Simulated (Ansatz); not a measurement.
KCdCO₃F:
```xyz
7
Lattice="5.1321 0.0000 0.0000 -2.5660 4.4445 0.0000 0.0000 0.0000 4.4891" Properties=species:S:1:pos:R:3 pbc="T T T"
K      0.0000     0.0000     0.0000
Cd     2.5660     1.4815     2.2445
C      0.0000     2.9630     2.2445
F      2.5660     1.4815     0.0000
O      0.0000     1.6699     2.2445
O     -1.1199     3.6096     2.2445
O      1.1199     3.6096     2.2445
```

x, y and z are the axes in which the lattice vectors are written.

Question: Give the high-frequency dielectric tensor and the Born effective charge tensors of the independent atoms from DFPT, DFT-PBE in the program Ansatz with PAW potentials.

Answer: 
ε∞:
```
2.99  0.00  0.00
0.00  2.99  0.00
0.00  0.00  2.42
```
Z* of atom 1 (K), rows: field, columns: displacement, in e:
```
1.16  0.00  0.00
0.00  1.16  0.00
0.00  0.00  1.33
```
Z* of atom 2 (Cd), rows: field, columns: displacement, in e:
```
2.70  0.00  0.00
0.00  2.70  0.00
0.00  0.00  2.40
```
Z* of atom 3 (C), rows: field, columns: displacement, in e:
```
2.82  0.00  0.00
0.00  2.82  0.00
0.00  0.00  0.14
```
Z* of atom 4 (F), rows: field, columns: displacement, in e:
```
-0.92   0.00   0.00
 0.00  -0.92   0.00
 0.00   0.00  -1.89
```
Z* of atom 5 (O), rows: field, columns: displacement, in e:
```
-1.55   0.00   0.00
 0.00  -2.29   0.00
 0.00   0.00  -0.66
```

Static charges for comparison (Bader): K1 +0.88, Cd2 +1.37, C3 +2.16, F4 -0.77, O5 -1.21 e. Born charges measure polarisation by displacement and can exceed these by far.

Space group P-6m2. The workflow started from an entry of the Crystallography Open Database (COD, 293 K), which files this formula under 2 space groups. Whether it is the stable phase at ambient conditions was not checked. The PBE relaxation kept the symmetry of its start. At this level the phase is dynamically unstable (imaginary phonons). Scalar-relativistic: spin–orbit coupling is off unless named, which matters more the heavier the elements.

Potentials: the later of the program's two PAW sets.
